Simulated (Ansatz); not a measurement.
From a trial cell to the properties of Ru (hcp)

**What was measured.** A cell as deposited of hexagonal Ru (space group P6_3/mmc), temperature not stated, from the Crystallography Open Database (1998), has a, c = 2.706, 4.282 Å and 13.57 Å³/atom.

Method: LDA, scalar-relativistic; no spin polarisation; PAW, 420 eV, 18×18×10 k-mesh, Gaussian smearing of 0.05 eV; code Ansatz. The datasets are Ansatz's generated set soft_2.

The start, 1 % under the database's volume:

```cif
data_structure
_symmetry_space_group_name_H-M 'P 1'
_symmetry_Int_Tables_number 1
_cell_length_a 2.7000
_cell_length_b 2.7000
_cell_length_c 4.2768
_cell_angle_alpha 90.000
_cell_angle_beta 90.000
_cell_angle_gamma 120.000
_cell_volume 27.00
loop_
_atom_site_label
_atom_site_type_symbol
_atom_site_fract_x
_atom_site_fract_y
_atom_site_fract_z
_atom_site_occupancy
Ru1 Ru 0.33333 0.66667 0.75000 1
Ru2 Ru 0.66667 0.33333 0.25000 1
```

The runs in order:

| run | level | k-mesh | kind | V (Å³/atom) | P (GPa) | E − E(final) (meV/atom) | gap on the mesh (eV) |
| --- | --- | --- | --- | --- | --- | --- | --- |
| 1 | LDA | 18×18×10 | cell and atoms relaxed | 13.08 | 0.0 | 0.0 | metal |

The final structure (symmetry read at 0.01 Å). Symmetry: P6_3/mmc, No. 194, hexagonal system. Conventional cell: a = 2.674 Å, b = 2.674 Å, c = 4.227 Å, α = 90.00°, β = 90.00°, γ = 120.00°. Ru (site symmetry -6m2) has 12 Ru at 2.62 to 2.67 Å as nearest neighbours. (Shells end 15 % past the nearest neighbour.)

- At the final geometry the gap, band path included, is zero (metallic).
- The runs in the table took roughly 0.8 core-minutes.

**Comparison.** The computed cell (2.674, 4.227 Å, 13.08 Å³/atom) differs from the database's by −3.6 % in volume, about −1.2 % in length. LDA overbinds and usually gives cells that are too small.
